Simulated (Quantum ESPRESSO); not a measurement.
```
GaP
1.0
    0.00000     2.72581     2.72581
    2.72581     0.00000     2.72581
    2.72581     2.72581     0.00000
Ga P
1 1
Direct
  0.00000   0.00000   0.00000
  0.25000   0.25000   0.25000
```
Geometry: a computed entry of the Materials Project; it was not checked against measured cells. It is GaP in F-43m. Stability against distortions was not tested.

With PBE (σ by GIPAW in a modified build of Quantum ESPRESSO; JTH PAW datasets, 20 Ha):

```tsv
quantity	PBE
σ_iso Ga (ppm)	1361.2
σ_iso P (ppm)	371.8
```

These are absolute shieldings with no macroscopic susceptibility term; δ = σ_ref − σ needs a reference computed alike. By our sweeps, such settings leave a few ppm in absolute σ on light atoms and up to some 20 ppm from Zn on. The datasets of P hold no d projectors, which limits absolute σ on these atoms.

Question: What does the LDA, on its own JTH datasets and the same geometry, give?

Answer: 
```tsv
quantity	LDA	LDA − PBE
σ_iso Ga (ppm)	1315.2	-46.0
σ_iso P (ppm)	318.8	-53.0
```
